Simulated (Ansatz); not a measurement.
**Computed properties of LuAlN2**

LuAlN₂:
```
LuAlN2
1.0
    5.86911     0.00000     0.00000
    0.00000     6.90255     0.00000
    0.00000     0.00000     5.17688
Lu Al N
4 4 8
Direct
  0.59917   0.87735   0.97879
  0.40083   0.12265   0.47879
  0.90083   0.37735   0.47879
  0.09917   0.62265   0.97879
  0.07255   0.12628   0.99607
  0.92745   0.87372   0.49607
  0.42745   0.62628   0.49607
  0.57255   0.37372   0.99607
  0.60622   0.85264   0.41286
  0.39378   0.14736   0.91286
  0.89378   0.35264   0.91286
  0.10622   0.64736   0.41286
  0.54921   0.39686   0.35830
  0.45079   0.60314   0.85830
  0.95079   0.89686   0.85830
  0.04921   0.10314   0.35830
```

Space group Pna2_1 (No. 33); conventional cell a = 5.869 Å, b = 6.903 Å, c = 5.177 Å, α = 90.00°, β = 90.00°, γ = 90.00°.

Method: the program Ansatz at the r²SCAN level (PAW). Structure relaxed to zero pressure with the same functional. Other levels are named where they apply.

**Cell and energy**

- Volume per atom: 13.11 Å³
- Density: 7.28 g/cm³
- Formation energy from the elements (no fitted shifts): -1.67 eV/atom

**Electronic structure**

Band gap: 3.28 eV (indirect)
Valence-band maximum: at Γ
Conduction-band minimum: on the Γ–X line, 42 % of the way from Γ (k = 0.208, 0.000, 0.000 in fractions of the reciprocal vectors) (2 equivalent valleys)
Smallest direct gap on the standard path: 3.35 eV
Electron effective mass: 0.55, 1.1, 1.3 mₑ (principal values)
Hole effective mass: 0.89, 1.8, 2.2 mₑ (principal values)

**Mechanics**

- Bulk modulus (Birch–Murnaghan fit) = 161 GPa
- Pressure derivative B′ = 3.4

**Charges**

- Bader charges = Lu +1.95, Al +2.47, N -2.22 to -2.20 e

The start of the workflow was typed in or built on a structure type; neither database checked (COD, Materials Project) lists it. Whether it is the stable phase at ambient conditions was not checked. The cell was relaxed with r²SCAN under the symmetry of its start; its stability against distortions is not shown here. The references are the lowest solids computed at this level, not always the standard phases (solids in place of the gases). Scalar-relativistic: spin–orbit coupling is off unless named, which matters more the heavier the elements.

Potentials: the earlier of the program's two PAW sets. The files were generated under PBE; for other functionals the program regenerates the frozen cores, and for LDA and PBEsol the local potential too.
